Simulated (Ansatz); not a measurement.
Crystals of one structure type (NiAs type) and one family of elements, relaxed and computed with DFT-PBE in the program Ansatz with PAW potentials.

```
crystal  V (Å³/atom)  B₀ by P(V) fit (GPa)
-------  -----------  --------------------
TiC            10.78                   227
TiGe           18.08                   101
HfSi           20.12                   108
ZrSi           20.68                   103
HfGe           21.02                     ?
ZrGe           21.56                   100
```

Q: Fit a straight line to ln B₀ against ln V and predict the withheld value.

A: Least squares on the 5 shown rows: ln B₀ = -1.21 × ln V + (8.271), with a scatter of 8 %. For HfGe this gives 98.1. The run itself gave 106, within the scatter.

Constructed cells (a structure type filled with these elements, in neither database checked): TiC, NiAs type; TiGe, NiAs type; HfSi, NiAs type; ZrSi, NiAs type; HfGe, NiAs type; ZrGe, NiAs type. Not the usual ambient phase: TiC, NiAs type. All cells were relaxed under the symmetry of their starts (and spin orders); stability against distortions was not tested throughout. Rows with no word on spin ran without spin polarisation. Spin–orbit coupling is left out wherever it is not named.

Potentials: the later of the program's two PAW sets.
